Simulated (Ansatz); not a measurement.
input.yaml (Ansatz)

```yaml
crystal:
  lattice:
    - [-1.5552217449, 1.5552217449, 1.5552217449]
    - [1.5552217449, -1.5552217449, 1.5552217449]
    - [1.5552217449, 1.5552217449, -1.5552217449]
  atoms:
    - { symbol: Pd, position: [0.0, 0.0, 0.0], spin: 0.5, spin_axis: [0, 0, 1] }
hamiltonian:
  xc: r2scan
  pseudopotentials:
    kind: paw_fr
    azcp:
      Pd: "pseudopotentials/Pd.paw.azcp"
basis:
  ecutwfc: 500
  fft_grid_basis: typed
kpoints:
  mp_grid: { grid: [14, 14, 14], shift: [0, 0, 0] }
magnetization:
  noncollinear: true
  spin_orbit: true
scf:
  occupations: { method: fermi_dirac, width: 0.05 }
```

Terminal output

```
Engine: ansatz 0.2.0, x86_64-unknown-linux-gnu
Pseudopotentials: kind: paw_fr
Pseudopotential: Pd, paw_fr, valence charge 18, recommended cutoff 500 eV (meta_gga) 
Functional definition: r2SCAN
  parameter k0 = 0.174
  parameter k1 = 0.065
  parameter a1 = 4.9479
  exchange = r2scan_x(k0 = k0, k1 = k1, a1 = a1)
  correlation = r2scan_c
Crystal: 1 atoms, lattice volume = 15.047 Å³
Basis set: ecut = 500 eV, 381 PW (Γ), exchange–correlation on 80×80×80 points (64 copies of the dense FFT grid, shifted against one another)
Bands: 26, of which v1, the nominal top of the filled ones, is band 18 counted from 1 (17 counted from 0)
Symmetry: 8 space group operations + 8 with time reversal
Magnetic group: BNS 139.537 (UNI 1197), of the structure as read, at distance tolerance 2.5e-5 Å
k-points: 244 of 2744 (time reversal used)
Projection manifold: j_resolved (fully-relativistic pseudo-atomic orbitals)
Non-local potential: Pd, projectors of the file, l = 0: 2, l = 1: 4, l = 2: 4, l = 3: 2
PAW form: soft (Blöchl's): semilocal exchange-correlation on the pseudo side does not see the compensation charge
PAW frozen core: Pd, regenerated for the run's functional (the file was generated under x = pbe(κ = 0.804, μ = 0.2195149727645171), c = pbe(β = 0.06672455060314922))
PAW one-centre angular grid: Pd, 590 points (default); XC on 224 Gauss nodes
Initial density: superposition of atomic densities (chi_scale 0.1, normalization cell)
Starting moments: Σ|m| = 0.5 μB on 1 of 1 site
Initial wavefunctions: pseudopotential atomic-orbital guess
Functional: x = r2scan, c = r2scan; τ floored in thin density (d = 2e-4 eV/Å³)
SCF iter   1: F=—  HF=-6978.986237 eV  |F-HF|=—  |Δ(HF+E_count)|=         —  Δρ=1.29e-1  dr2=2.47e0  dr2_τ=1.28e-2  dr2_m=3.75e-2  ethr=3.10e-3  |M|=2.73e-1 ∫|m|=2.80e-1 μB  |m|>n=0.0e0 m-floor=0.0e0 τ_xc=0.0e0  β_m=1.00  ⟨swp⟩=6.4  Hψ=30172  notcnv=0  defer=57
SCF iter   2: F=—  HF=-6978.383771 eV  |F-HF|=—  |Δ(HF+E_count)|=   6.02e-1  Δρ=3.56e-2  dr2=1.22e-1  dr2_τ=1.18e-2  dr2_m=7.80e-4  ethr=3.10e-3  |M|=2.36e-1 ∫|m|=2.52e-1 μB  |m|>n=0.0e0 m-floor=0.0e0 τ_xc=4.0e-5  β_m=1.00  ⟨swp⟩=2.5  Hψ=12896  notcnv=0  defer=587  κ⁻¹=1.0e0(r=1)
SCF iter   3: F=—  HF=-6978.409612 eV  |F-HF|=—  |Δ(HF+E_count)|=   2.58e-2  Δρ=2.09e-2  dr2=2.61e-2  dr2_τ=9.95e-4  dr2_m=1.65e-4  ethr=6.76e-4  |M|=2.21e-1 ∫|m|=2.39e-1 μB  |m|>n=0.0e0 m-floor=0.0e0 τ_xc=1.5e-4  β_m=1.00  ⟨swp⟩=2.8  Hψ=9343  notcnv=0  defer=587  κ⁻¹=2.7e-3(r=2)
SCF iter   4: F=—  HF=-6978.420487 eV  |F-HF|=—  |Δ(HF+E_count)|=   1.09e-2  Δρ=4.31e-3  dr2=2.15e-3  dr2_τ=5.92e-5  dr2_m=1.99e-4  ethr=1.45e-4  |M|=2.07e-1 ∫|m|=2.22e-1 μB  |m|>n=0.0e0 m-floor=0.0e0 τ_xc=2.4e-4  β_m=1.00  ⟨swp⟩=2.9  Hψ=10784  notcnv=0  defer=587  κ⁻¹=1.2e-6(r=3)
SCF iter   5: F=—  HF=-6978.421394 eV  |F-HF|=—  |Δ(HF+E_count)|=   9.06e-4  Δρ=2.87e-3  dr2=1.06e-3  dr2_τ=5.01e-5  dr2_m=2.86e-4  ethr=1.20e-5  |M|=1.90e-1 ∫|m|=2.04e-1 μB  |m|>n=0.0e0 m-floor=0.0e0 τ_xc=2.8e-4  β_m=1.00  ⟨swp⟩=2.1  Hψ=10979  notcnv=0  defer=587  κ⁻¹=9.6e-7(r=4)
...
SCF iter  19: F=—  HF=-6978.426885 eV  |F-HF|=—  |Δ(HF+E_count)|=   4.20e-8  Δρ=1.08e-5  dr2=1.15e-9  dr2_τ=3.01e-10  dr2_m=4.09e-9  ethr=3.08e-11  |M|=4.76e-4 ∫|m|=5.13e-4 μB  |m|>n=0.0e0 m-floor=0.0e0 τ_xc=4.1e-9  β_m=1.20  ⟨swp⟩=3.0  Hψ=15658  notcnv=0  κ⁻¹=1.5e-5(r=7)
SCF iter  20: F=—  HF=-6978.426885 eV  |F-HF|=—  |Δ(HF+E_count)|=   7.37e-8  Δρ=2.37e-6  dr2=1.65e-10  dr2_τ=1.57e-11  dr2_m=1.17e-10  ethr=6.41e-12  |M|=9.29e-5 ∫|m|=1.00e-4 μB  |m|>n=0.0e0 m-floor=0.0e0 τ_xc=1.4e-10  β_m=1.20  ⟨swp⟩=3.0  Hψ=16156  notcnv=0  κ⁻¹=9.0e-7(r=8)
SCF iter  21: F=—  HF=-6978.426885 eV  |F-HF|=—  |Δ(HF+E_count)|=  2.24e-10  Δρ=1.03e-6  dr2=4.97e-12  dr2_τ=2.12e-12  dr2_m=3.94e-11  ethr=1.00e-12  |M|=8.02e-5 ∫|m|=8.68e-5 μB  |m|>n=0.0e0 m-floor=0.0e0 τ_xc=1.3e-10  β_m=1.20  ⟨swp⟩=2.4  Hψ=11894  notcnv=0  κ⁻¹=1.2e-7(r=8)
SCF iter  22: F=-6978.426885 eV  HF=-6978.426885 eV  |F-HF|=0.00e0  |Δ(HF+E_count)|=   3.24e-9  Δρ=1.40e-7  dr2=7.13e-13  dr2_τ=2.10e-14  dr2_m=1.14e-13  ethr=1.00e-12  |M|=2.40e-6 ∫|m|=2.53e-6 μB  |m|>n=0.0e0 m-floor=0.0e0 τ_xc=6.0e-14  ⟨swp⟩=3.0  Hψ=13848  notcnv=0
WARN: the starting moments were not kept: the SCF closed with an absolute magnetisation of 2.5e-6 μB, where they sum to 0.5 μB in size (1 site). That is at most 0.1 of that sum. Measured as dr2_m measures the in/out step, that magnetisation stands 5.1e-12 eV from none, at or under the dr2_threshold of 1.0e-7 eV: it is no larger than a step whose dr2_m would equal this threshold. The system may hold no moment; this SCF shows only that its start led to no more than that. To try another start: raise the starting moments (crystal.atoms[].spin, magnetization.per_species, magnetization.initial_magnetization, or on a non-collinear deck that types none of these the spinor_matrix: blocks that start its atoms; where the total moment is fixed, keep their sum and leave initial_magnetization as it is; typed ones take the place of any that the run laid by itself, positive ones on a crystal's lanthanoids without a Hubbard term where scf.initial_density.shell_occupations: [] is typed) or, if the notice of its spin-set hold's release reads "site moments contracting" or "site moments show no strong build", lengthen the hold (scf.mixing.spin_hold: { on: { confirm: 4 } }; for m-r²SCAN on two components see the key's manual first). Each may lead to a state that holds a moment. A second SCF, from the converged charge density, with the starting moments and any scf.initial_density.shell_occupations laid on it anew, would have followed, and was not run: the deck does not ask for one (magnetization.retry_lost_moments is false, the default). To let it run, set magnetization.retry_lost_moments: true and run the deck again, where that key's refused combinations let it; where memory then withholds it, that run's warning says so.
SCF 1 converged in 22 iterations: F = -6978.426885 eV  dr2 = 7.13e-13
SCF converged after 22 iterations
Stability not checked: this state was not tested for a lower state beside it, because the mixer in use, unlike msr1, does not test its closes by its own steps (another_mixer; see scf.mixing.algorithm and scf.lower_state_search)
Magnetization: |M| = 0.0000 μB,  M = (+0.0000, -0.0000, +0.0000) μB
Absolute magnetization: 0.0000 μB (∫|m|, with the PAW one-centre terms)
  site 0: m = (-0.0000, -0.0000, +0.0000) μB, |m| = 0.0000 μB  (R = 1.11 Å)
Free energy (F): -6978.426885 eV
Harris-Foulkes:  -6978.426885 eV  (|F-HF|=0.00e0)
Internal energy: -6978.416206 eV  (E = F + TS)
E sigma→0 (E₀):  -6978.421545 eV
Entropy (-TS):   -0.010679 eV (-10.679 meV/atom)
Fermi energy:    19.107134 eV
--- Per-component energies (eV) ---
  E_band       = -162.330943
  E_kinetic    = 515.482022
  E_local      = -1780.872555  (includes V_loc(G=0)·N_el)
  E_nonlocal   = 216.734886
  E_hartree    = 724.552391
  E_xc         = -160.214803
  E_vxc        = -232.313130  (∫ρ·V_xc dr)
  E_paw        = -3764.326153  (= ΣΔE_a)
  E_vpaw       = -347.533380  (= ΣTr[D̂ρ^β])
  E_aug_tail   = 0.000112  (compensation charges beyond the density's cutoff)
  E_vtau       = 17.066316  (kinetic-family band-sum trace: ∫τ·v_τ [+ j·A + Jᵃ·Aᵃ] dr)
  E_ewald      = -2729.319728
  E_core_change = -0.452378  (= ΣΔE_core)
  E_smearing   = -0.010679  (= −TS)
  E_closure    = 0.000000  (closes the sum)
  Σ components = -6978.426885   (vs F -6978.426885, Δ=0.00e0)
```

Command:

```sh
ansatz run input.yaml --threads 1 --pin off --max-ram 3584MiB --backend cpu --events-out ev --progress --plain --runs-dir out
```

On 1 thread of Intel(R) Xeon(R) Platinum 8259CL CPU @ 2.50GHz (Skylake/Cascade Lake) (shared host) this took about 170 s of wall time and 170 s of CPU time.
